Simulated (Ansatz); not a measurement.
## Al, first-principles data

Al:
```xyz
12
Lattice="2.8250 0.0000 0.0000 -1.4125 2.4465 0.0000 0.0000 0.0000 27.6743" Properties=species:S:1:pos:R:3 pbc="T T T"
Al     1.4125     0.8155    18.4378
Al     0.0000     0.0000    20.7557
Al     1.4125     0.8155    23.0736
Al     0.0000     1.6310    25.3751
Al     0.0000     0.0000     0.0000
Al     1.4125     0.8155     2.2992
Al     0.0000     1.6310     4.6007
Al     0.0000     0.0000     6.9186
Al     0.0000     1.6310     9.2365
Al     1.4125     0.8155    11.5379
Al     0.0000     0.0000    13.8371
Al     0.0000     1.6310    16.1363
```

Space group P6_3/mmc (No. 194); conventional cell a = b = 2.825 Å, c = 27.674 Å, α = β = 90.00°, γ = 120.00°.

Method: plane-wave PAW r²SCAN (Ansatz code). The cell and atoms are relaxed at this level. Other levels are named where they apply.

### Cell and energy

Volume per atom: 15.94 Å³
Density: 2.81 g/cm³

### Electronic structure

- Electronic character = metallic (no gap)
- Density of states at the Fermi level = 0.37 states/eV per atom (mean over ±0.08 eV)

### Mechanics

- Bulk modulus (Birch–Murnaghan fit): 92.1 GPa
- Pressure derivative B′: 4.4
- Elastic constants (relaxed ions, GPa): C11 = 146, C12 = 67.7, C13 = 62.4, C33 = 151, C44 = 37.9
- Mechanical stability: stable (all eigenvalues of C positive)
- Hill bulk and shear moduli: 92.1 and 39.7 GPa
- Young's modulus: 104 GPa
- Poisson's ratio: 0.31
- Debye temperature from the elastic constants: 497 K

The start of the workflow was typed in or built on a structure type; the Crystallography Open Database copy checked does not list it. It is not the phase usual at ambient conditions (space group No. 225). The r²SCAN relaxation kept the symmetry of its start; its stability against distortions is not shown here. As this level gives no gap, shear constants depend on the k-mesh and smearing (Fermi–Dirac, 0.1 eV here). Axis ratios of metals converge slowly with the k-mesh, so a and c are less sure than the volume.

Potentials: the later of the program's two PAW sets.
